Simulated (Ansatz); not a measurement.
MoSeS:
```cif
data_Mo2S2Se2
_chemical_formula_sum 'Mo2 Se2 S2'
_space_group_name_H-M_alt 'P 1'
_space_group_IT_number 1
_cell_length_a 3.24257
_cell_length_b 3.24257
_cell_length_c 12.94975
_cell_angle_alpha 90.000
_cell_angle_beta 90.000
_cell_angle_gamma 120.000
loop_
_space_group_symop_operation_xyz
  'x, y, z'
loop_
_atom_site_label
_atom_site_type_symbol
_atom_site_fract_x
_atom_site_fract_y
_atom_site_fract_z
_atom_site_occupancy
Mo1 Mo 0.00000 0.00000 0.26262 1
Mo2 Mo 0.00000 0.00000 0.73738 1
Se1 Se 0.66667 0.33333 0.86774 1
Se2 Se 0.33333 0.66667 0.13226 1
S1 S 0.33333 0.66667 0.37985 1
S2 S 0.66667 0.33333 0.62015 1
```

Relaxed with r²SCAN+D4.

**Question.** Which orbitals make up the states near the band edges in plane-wave PAW r²SCAN+D4 (Ansatz code)?

**Answer.** Top 1 eV of the valence band: Mo 4d 65 %, S 3p 22 %, Se 4p 9 %. Bottom 1 eV of the conduction band: Mo 4d 66 %, Se 4p 17 %, S 3p 11 %. Projections are on Löwdin-orthogonalised atomic valence shells; empty p or d shells of many metals are not among them.

**Question.** Tabulate the density of states.

**Answer.** States/eV per cell of 6 atoms, in 0.25 eV bins, energy from the valence-band maximum.

```csv
E (eV),total,Mo 4d,Se 4p,S 3p
-7.85,0.00,0.00,0.00,0.00
-7.60,0.00,0.00,0.00,0.00
-7.35,0.00,0.00,0.00,0.00
-7.10,0.00,0.00,0.00,0.00
-6.85,0.11,0.03,0.03,0.04
-6.60,2.04,0.41,0.84,0.56
-6.35,3.10,0.73,1.22,0.85
-6.10,6.56,2.03,2.32,1.80
-5.85,6.22,1.90,1.68,2.27
-5.60,4.52,1.36,1.40,1.53
-5.35,1.86,0.49,0.67,0.61
-5.10,1.73,0.42,0.62,0.57
-4.85,5.54,1.46,1.66,1.81
-4.60,8.22,2.12,2.34,2.73
-4.35,3.21,0.93,0.93,1.02
-4.10,5.19,1.60,1.49,1.84
-3.85,8.33,3.00,1.97,3.08
-3.60,4.37,1.60,1.06,1.55
-3.35,4.23,1.84,0.80,1.47
-3.10,3.16,1.06,0.88,1.10
-2.85,4.43,0.95,1.76,1.46
-2.60,6.74,1.99,2.57,1.89
-2.35,6.44,2.05,2.54,1.59
-2.10,5.58,1.54,2.38,1.44
-1.85,2.58,0.57,1.16,0.74
-1.60,3.12,1.33,0.96,0.69
-1.35,6.39,3.86,0.88,1.37
-1.10,4.95,3.16,0.61,0.99
-0.85,2.41,1.67,0.27,0.40
-0.60,0.39,0.20,0.01,0.16
-0.35,0.34,0.17,0.00,0.14
-0.10,0.22,0.11,0.00,0.09
0.15,0.00,0.00,0.00,0.00
0.40,0.00,0.00,0.00,0.00
0.65,0.00,0.00,0.00,0.00
0.90,0.39,0.26,0.07,0.04
1.15,4.35,2.84,0.82,0.40
1.40,6.14,4.36,0.95,0.57
1.65,6.80,4.39,1.27,0.83
1.90,8.87,5.64,1.50,1.17
2.15,6.08,3.38,1.06,1.21
2.40,5.43,2.72,0.91,1.41
2.65,4.73,2.31,1.01,1.04
2.90,4.79,2.38,0.88,1.10
3.15,2.89,1.34,0.62,0.67
3.40,3.02,1.37,0.71,0.71
3.65,5.78,2.64,1.35,1.32
3.90,3.44,1.65,0.73,0.67
4.15,1.27,0.65,0.23,0.22
4.40,0.01,0.01,0.00,0.00
4.65,0.00,0.00,0.00,0.00
4.90,0.01,0.00,0.00,0.00
5.15,0.18,0.01,0.00,0.01
5.40,0.41,0.02,0.01,0.02
5.65,0.60,0.03,0.02,0.02
```

Space group P-3m1. The workflow started from a Materials Project entry (that database holds measured and hypothetical structures alike); the Crystallography Open Database copy checked does not list it. Whether it is the stable phase at ambient conditions was not checked. The r²SCAN+D4 relaxation kept the symmetry of its start; its stability against distortions is not shown here. No spin polarisation was allowed. Scalar-relativistic: spin–orbit coupling is off unless named, which matters more the heavier the elements.

Potentials: the later of the program's two PAW sets.
